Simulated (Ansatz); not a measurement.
Relaxed-ion elastic tensor of WS₂ in space group P6_3/mmc (No. 194; W on 2c, S on 4f) in GPa (Voigt order), the program Ansatz at the LDA level (PAW); density 8.00 g/cm³, 17.16 Å³ per atom.

```
 262  56.2  10.5   0.0   0.0   0.0
56.2   262  10.5   0.0   0.0   0.0
10.5  10.5  51.3   0.0   0.0   0.0
 0.0   0.0   0.0  20.3   0.0   0.0
 0.0   0.0   0.0   0.0  20.3   0.0
 0.0   0.0   0.0   0.0   0.0   103
```

Problem. Is the crystal mechanically stable?

Solution. Yes: the smallest eigenvalue of C is 20.3 GPa.

Problem. Work out the Voigt, Reuss and Hill averages.

Solution. K_V = 81.2, K_R = 42.5, K_H = 61.8; G_V = 62.0, G_R = 33.8, G_H = 47.9 GPa.

Problem. Give Young's modulus, Poisson's ratio, Pugh's ratio and the universal anisotropy index.

Solution. E = 9KG/(3K + G) = 114 GPa; ν = 0.19; K/G = 1.29 (brittle by the Pugh limit of 1.75); A_U = 5G_V/G_R + K_V/K_R − 6 = 5.09.

Problem. Estimate the sound speeds and the Debye temperature.

Solution. v_l = √((K + 4G/3)/ρ) = 3960 m/s, v_t = √(G/ρ) = 2450 m/s, mean 2700 m/s; Θ = (h/k)(3n/4πV)^(1/3) v_m = 312 K.

Problem. How much does each axis shrink under pressure?

Solution. Linear compressibilities β_i = Σ_j S_ij (j = 1 to 3): x 2.5, y 2.5, z 18 per TPa.

The cell was relaxed with LDA under the symmetry of its start; phonons on a q-mesh show no instability. No spin polarisation was allowed. A crystal of weakly bound layers computed without a dispersion correction: the cell and the soft elastic constants depend strongly on that. Scalar-relativistic: spin–orbit coupling is off unless named, which matters more the heavier the elements.

Potentials: the earlier of the program's two PAW sets.
